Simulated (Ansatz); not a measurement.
TiC (rock salt)

```xyz
2
Lattice="0.0000 2.1639 2.1639 2.1639 0.0000 2.1639 2.1639 2.1639 0.0000" Properties=species:S:1:pos:R:3 pbc="T T T"
C      0.0000     0.0000     0.0000
Ti     2.1639     2.1639     2.1639
```

The slice is a {110} plane (indices of the conventional cell) through the point (0.000, 0.000, 0.000) (fractional), spanned by u = [100] and v = [1 -1 -1] in vectors of this cell: u (3.06 Å) and v (4.33 Å, at 90° to u). It covers one period; positions are fractions (u, v).

Method: r2SCAN (plane waves to 500 eV, PAW, scalar-relativistic; Ansatz, a program for electronic structure). k mesh 18×18×18. Near the nuclei the fields are pseudised (PAW); where an atom keeps semicore shells as valence, they peak there. TiC is run without spin polarisation. TiC was relaxed with its symmetry unable to fall.

Three fields on this plane, each scaled to ten steps between its own extremes (0 low, 9 high; the total valence density on a logarithmic scale, the potential cut 8 eV below its top; x marks points blanked near nuclei; v = 0 in the bottom row):

Map A
```
|xxxxx57888875xxxx|
|xxxxx78888887xxxx|
|xxxx5899999985xxx|
|xxx579999999975xx|
|23468999999998643|
|01246899999986421|
|00003679999863000|
|xxx003689986300xx|
|xxxx0047887400xxx|
|xxxxx03688630xxxx|
|xxxxx01577510xxxx|
|xxxxx01577510xxxx|
|xxxxx01577510xxxx|
|xxxxx03688630xxxx|
|xxxx0047887400xxx|
|xxx003689986300xx|
|00003689999763000|
|01246899999986421|
|23468999999998643|
|xxx579999999975xx|
|xxxx5899999985xxx|
|xxxxx78888887xxxx|
|xxxxx57888875xxxx|
|xxxxx57877875xxxx|
```

Map B
```
|xxxxx97422479xxxx|
|xxxxx97422479xxxx|
|xxxx9863223689xxx|
|xxx987531135789xx|
|88776532112356778|
|33222211111122223|
|22100001111000012|
|xxx100011110001xx|
|xxxx1000110001xxx|
|xxxxx00011000xxxx|
|xxxxx10011001xxxx|
|xxxxx10011001xxxx|
|xxxxx10011001xxxx|
|xxxxx00011000xxxx|
|xxxx1000110001xxx|
|xxx100011110001xx|
|22100001111000012|
|33222211111122223|
|88776532112356778|
|xxx987531135789xx|
|xxxx9863223689xxx|
|xxxxx97422479xxxx|
|xxxxx97422479xxxx|
|xxxxx97422479xxxx|
```

Map C
```
|xxxxx85322358xxxx|
|xxxxx75322357xxxx|
|xxxx8642112468xxx|
|xxx864210012468xx|
|98765310000135678|
|87653210000123567|
|99753100000013579|
|xxx842100001248xx|
|xxxx7311111137xxx|
|xxxxx52211225xxxx|
|xxxxx73222237xxxx|
|xxxxx84222248xxxx|
|xxxxx73222237xxxx|
|xxxxx52211225xxxx|
|xxxx7311111137xxx|
|xxx842100001248xx|
|99753100000013579|
|87653210000123567|
|98765310000135678|
|xxx864210012468xx|
|xxxx8642112468xxx|
|xxxxx75322357xxxx|
|xxxxx85322358xxxx|
|xxxxx86322368xxxx|
```

### Question
Assign the maps to these fields: electron localisation function (ELF); valence electron density; electrostatic potential energy of an electron, from the cell's mean.

### Answer
A is the electrostatic potential energy of an electron, from the cell's mean; B is the electron localisation function (ELF); C is the valence electron density.
